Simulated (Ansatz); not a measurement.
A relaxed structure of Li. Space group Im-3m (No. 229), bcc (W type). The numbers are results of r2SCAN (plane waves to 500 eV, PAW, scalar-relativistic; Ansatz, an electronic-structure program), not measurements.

```cif
data_Li
_chemical_formula_sum 'Li1'
_space_group_name_H-M_alt 'P 1'
_space_group_IT_number 1
_cell_length_a 3.01038
_cell_length_b 3.01038
_cell_length_c 3.01038
_cell_angle_alpha 109.471
_cell_angle_beta 109.471
_cell_angle_gamma 109.471
loop_
_space_group_symop_operation_xyz
  'x, y, z'
loop_
_atom_site_label
_atom_site_type_symbol
_atom_site_fract_x
_atom_site_fract_y
_atom_site_fract_z
_atom_site_occupancy
Li1 Li 0.00000 0.00000 0.00000 1
```

```json
{
 "volume_per_atom": "21.00 Å³",
 "band_gap": "zero (metallic)",
 "shortest_distances": "Li–Li 3.01 Å",
 "k-mesh": "19×19×19"
}
```

No spin polarisation in the result.

The run could not lose the symmetry of its start.
